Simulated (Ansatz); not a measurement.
PbS:
```
PbS
1.0
    8.41783     0.00000     0.00000
    0.00000     4.20890     0.00000
    0.00000     0.00000     5.94817
Pb S
4 4
Direct
  0.12488   0.75000   0.74995
  0.87512   0.25000   0.25005
  0.37512   0.25000   0.24995
  0.62488   0.75000   0.75005
  0.87512   0.25000   0.75008
  0.12488   0.75000   0.24992
  0.62488   0.75000   0.25008
  0.37512   0.25000   0.74992
```

Relaxed with r²SCAN+D4. Independent-particle spectrum: no excitons, no local fields, no scissors shift; 0.1 eV broadening; ε₁ of the summed bands alone.

Question: Tabulate the dielectric function from r²SCAN+D4 in the plane-wave PAW code Ansatz.

Answer: 

```csv
E (eV),ε₁ xx,ε₂ xx
0.0,14.11,0.00
0.3,14.29,0.00
0.6,15.06,0.11
0.9,15.66,0.94
1.2,16.51,1.58
1.5,17.65,2.62
1.8,19.11,4.15
2.1,20.91,7.17
2.4,21.46,10.67
2.7,22.36,16.50
3.0,19.52,24.66
3.3,8.56,32.28
3.6,-7.10,26.98
3.9,-8.01,16.32
4.2,-5.91,12.74
4.5,-6.17,11.03
4.8,-6.25,8.30
5.1,-5.47,6.38
5.4,-4.57,5.00
5.7,-3.67,4.12
6.0,-3.00,3.71
6.3,-2.50,3.04
6.6,-1.83,2.67
6.9,-1.18,2.49
7.2,-0.52,2.56
7.5,-0.27,3.19
7.8,-1.47,3.87
8.1,-0.87,1.90
8.4,-0.08,2.33
8.7,0.45,2.82
9.0,-0.29,4.16
9.3,-1.12,2.81
9.6,-0.51,2.67
9.9,-1.06,2.94
10.2,-0.98,2.31
10.5,-0.81,2.41
10.8,-0.98,2.11
11.1,-0.90,2.04
11.4,-0.95,1.91
11.7,-0.93,1.77
12.0,-0.97,1.66
```

Question: From ε at 0.9 eV (xx: 15.66 + 0.94i), find n, k, the normal reflectivity and the absorption coefficient.

Answer: n = 3.96, k = 0.119, R = 36 %, α = 2kE/ħc = 11000 cm⁻¹.

With all bands, ε∞ without local fields is 14.2.

Space group Fm-3m (rock salt). The cell was relaxed with r²SCAN+D4 under the symmetry of its start. Spin–orbit coupling is left out wherever it is not named.

Potentials: the later of the program's two PAW sets.
